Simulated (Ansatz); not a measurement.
Polymorphs of As, each relaxed with PBEsol (plane waves, PAW; program Ansatz):

A: Cmce
a = 3.7260 Å, b = 10.8682 Å, c = 4.2995 Å, α = β = γ = 90.00°

```tsv
atom	site	symmetry	x	y	z
As	8f	m..	0.0000	0.3881	0.4439
```

B: A7 (α-As type) (R-3m)
a = b = 3.7819 Å, c = 10.1018 Å, α = β = 90.00°, γ = 120.00°

| atom | site | symmetry | x | y | z |
|---|---|---|---|---|---|
| As | 6c | 3m | 0.0000 | 0.0000 | 0.2302 |

Task: Put the candidates in order of energy per atom at 0 K, lowest first, for PBEsol.

Result: B (+0 meV/atom), A (+43 meV/atom)

Not the usual ambient phase: A. Weakly bound layers, chains or molecules computed without a dispersion correction, so cells and soft constants are ill determined: A. All cells were relaxed under the symmetry of their starts (and spin orders); stability against distortions was not tested throughout. Spin–orbit coupling is left out wherever it is not named.

Energies hold the estimated change up to a 700 eV cutoff; steps of a few meV lie near the error of the meshes.

Potentials: the later of the program's two PAW sets.
